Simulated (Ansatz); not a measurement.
The start is a generated trial cell of Au in the AFLOW prototype A_oF8_70_a. A full variable-cell relaxation at zero pressure is run with PBE (plane waves to 420 eV, PAW, scalar-relativistic; Ansatz, an electronic-structure program). First-step values are on the input's coarse k-mesh.

Ansatz input (later rounds restart from its end on a renewed k-mesh):
Ansatz 0.2 input:
```yaml
crystal:
  lattice:
    - [0, 2.6011847, 4.5825802]
    - [1.4244239, 0, 4.5825802]
    - [1.4244239, 2.6011847, 0]
  atoms:
    - { symbol: Au, position: [0.25, 0.25, 0.25] }
    - { symbol: Au, position: [0, 0, 0] }
basis: { ecutwfc: 420, ecutrho_ratio: 4, xc_grid: 2, fft_grid_basis: typed }
kpoints: { mp_grid: { grid: [13, 13, 13] } }
hamiltonian:
  xc: pbe
  dispersion: none
  pseudopotentials: { azcp: { folder: ./paw }, kind: paw }
scf: { occupations: { method: fermi_dirac, width: 0.05 } }
relax: { f_tol: 0.01, max_steps: 100, cell: { stress_tol: 0.02 } }
output: { forces: true, stress: true }
```

```yaml
outcome: The space group stays Fddd (No. 70) (the run could not lower it); the end is AFLOW prototype A_oF8_70_a, with 2 atoms in the primitive cell
energy_released: 0.09 eV/atom
band_gap_at_the_end: zero (metallic)
optimiser_moves: 10
```

The end point of the relaxation:

Space group Fddd, origin choice 1 (No. 70); a = 2.8723 Å, b = 5.0338 Å, c = 10.0893 Å, α = β = γ = 90.00°

```json
[
 {"atom": "Au", "site": "8a", "symmetry": "222", "x": "0.0000", "y": "0.0000", "z": "0.0000"}
]
```
(The calculation used a cell of 2 atoms; values per cell refer to that cell.)

Final values are on a 19×19×19 k-mesh of the relaxed cell. No spin polarisation in the result.

The run could not lose the symmetry of its start, so the end can be a saddle point.

All atoms sit on sites fixed by symmetry, so only the cell could relax.

The relaxed structure here is a generated cell of Au: the first start was made by placing the elements on the sites of a structure type, and the end was not matched to a known phase here, so it may be hypothetical. Known forms of Au include space group No. 225.
